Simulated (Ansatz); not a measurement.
WSe2 in space group P6_3/mmc (No. 194; W on 2d, Se on 4f), plane-wave PAW PBE+D3(BJ) (Ansatz code), all energies at zero smearing, with the estimated change up to a 700 eV cutoff added, with one set of potentials and settings (totals compare only within such a set). Cell of 6 atoms (2 W, 4 Se): -42652.017 eV.

```csv
element,reference phase,E (eV/atom)
W,"Im-3m, 1 atoms in the cell",-10385.5105
Se,"P3_121, 3 atoms in the cell",-5469.4069
```

Formation energy per atom, worked out: (-42652.017 − 2×(-10385.5105) − 4×(-5469.4069))/6 = -0.561 eV/atom (-54 kJ per mol of atoms), at 0 K, without zero-point energy or fitted corrections.

The PBE+D3(BJ) relaxation kept the symmetry of its start; phonons on a q-mesh show no instability. No spin polarisation was allowed. The references are the lowest solids computed at this level, not always the standard phases. Spin–orbit coupling is left out wherever it is not named.

Potentials: the later of the program's two PAW sets.
